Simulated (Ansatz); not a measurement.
ZrSi3O8 on the sites of tetragonal HfO2 (relaxed group Pmm2) (no longer in that coordination), relaxed with r2SCAN. It is orthorhombic, Pmm2 (No. 25); conventional cell a = 3.470 Å, b = 5.814 Å, c = 5.746 Å, 9.66 Å³ an atom. Si is surrounded by 6 O at 1.66–2.15 Å; Si is surrounded by 6 O at 1.64–2.04 Å; O is surrounded by 1 Si at 1.64 Å and 1 Zr at 1.89 Å; O is surrounded by 3 Si at 1.83–2.04 Å and 1 Zr at 2.41 Å; O is surrounded by 4 Si at 1.80–2.15 Å; O is surrounded by 2 Si at 1.66 Å; Zr is surrounded by 6 O at 1.89–2.41 Å; O is surrounded by 2 Si at 2.01 Å and 2 Zr at 2.02 Å (further sites aren't listed).

```
Si O Zr
1.0
     3.46971    0.00000    0.00000
     0.00000    5.81367    0.00000
     0.00000    0.00000    5.74629
Si O Zr
3 8 1
Direct
  0.00000 0.75257 0.05812
  0.50000 0.00000 0.42110
  0.00000 0.24743 0.05812
  0.50000 0.79459 0.61618
  0.50000 0.76566 0.15695
  0.00000 0.00000 0.33702
  0.00000 0.00000 0.91436
  0.50000 0.20541 0.61618
  0.50000 0.23434 0.15695
  0.00000 0.50000 0.29639
  0.00000 0.50000 0.89065
  0.50000 0.50000 0.47800
```

3 runs of the PAW code Ansatz on this cell differ in the functional (and in the settings that go with it). Levels are in eV from each run's valence top; v1 is the last filled band, c1 the first empty one.

Run A, mean stress 0.0 GPa (compression positive):
```tsv
point	v4	v3	v2	v1	c1	c2
Γ	-0.78	-0.53	-0.30	-0.10	4.43	5.31
X	-1.07	-0.82	-0.49	-0.15	5.18	5.74
S	-0.93	-0.92	-0.77	-0.24	5.33	5.78
Y	-1.14	-0.80	-0.72	-0.08	5.44	6.01
Z	-1.04	-0.78	-0.43	-0.16	4.89	6.07
U	-1.22	-0.15	-0.14	0.00	5.47	5.67
```

Run B, mean stress -1.8 GPa (compression positive):
```tsv
point	v4	v3	v2	v1	c1	c2
Γ	-0.73	-0.52	-0.28	-0.10	6.24	7.19
X	-1.00	-0.79	-0.54	-0.15	7.11	7.80
S	-0.97	-0.96	-0.71	-0.28	7.28	7.78
Y	-1.13	-0.86	-0.67	-0.05	7.40	8.04
Z	-1.08	-0.73	-0.43	-0.17	6.76	8.02
U	-1.18	-0.16	-0.10	0.00	7.46	7.71
```

Run C, mean stress -1.8 GPa (compression positive):
```tsv
point	v4	v3	v2	v1	c1	c2
Γ	-0.73	-0.52	-0.28	-0.10	5.48	6.43
X	-1.00	-0.79	-0.53	-0.15	6.34	7.02
S	-0.96	-0.96	-0.71	-0.28	6.51	7.00
Y	-1.13	-0.85	-0.67	-0.06	6.62	7.26
Z	-1.07	-0.73	-0.43	-0.17	5.99	7.24
U	-1.17	-0.16	-0.10	0.00	6.68	6.93
```

Question: Match the runs to r2SCAN, HSE06, PBE0.

Answer: A is r2SCAN, B is PBE0, C is HSE06. In order of the gap: r2SCAN 4.43, HSE06 5.48, PBE0 6.24 eV. The stress vanishes for r2SCAN, which relaxed the cell.

These are computed values for a spin-unpolarised cell that may be hypothetical; none is a measurement.

The stress of a hybrid is loosely converged in these runs.

The meshes of the hybrids are coarse, so their gaps aren't converged to the digits shown.
